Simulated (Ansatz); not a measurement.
ZnO:
```
ZnO
1.0
    3.20276     0.00000     0.00000
   -1.60138     2.77367     0.00000
    0.00000     0.00000     5.84714
Zn O
2 2
Direct
  0.00000   0.00000   0.75000
  0.00000   0.00000   0.25000
  0.33333   0.66667   0.25000
  0.66667   0.33333   0.75000
```

Tensor components refer to the Cartesian frame of this cell.

Task: Give the high-frequency dielectric tensor and the Born effective charge tensors of the independent atoms from DFPT, LDA in the plane-wave PAW code Ansatz.

Result: 
ε∞:
```
5.89  0.00  0.00
0.00  5.89  0.00
0.00  0.00  3.93
```
Z* of atom 1 (Zn), rows: field, columns: displacement, in e:
```
2.50  0.00  0.00
0.00  2.50  0.00
0.00  0.00  1.18
```
Z* of atom 3 (O), rows: field, columns: displacement, in e:
```
-2.50   0.00   0.00
 0.00  -2.50   0.00
 0.00   0.00  -1.18
```

Space group P6_3/mmc. The workflow started from a Materials Project entry (that database holds measured and hypothetical structures alike); the Crystallography Open Database copy checked does not list it. It is not the phase usual at ambient conditions (space group No. 186). The cell was relaxed with LDA under the symmetry of its start; phonons show weakly imaginary modes. A crystal of weakly bound layers computed without a dispersion correction: the cell and the soft elastic constants depend strongly on that.

Potentials: the later of the program's two PAW sets.
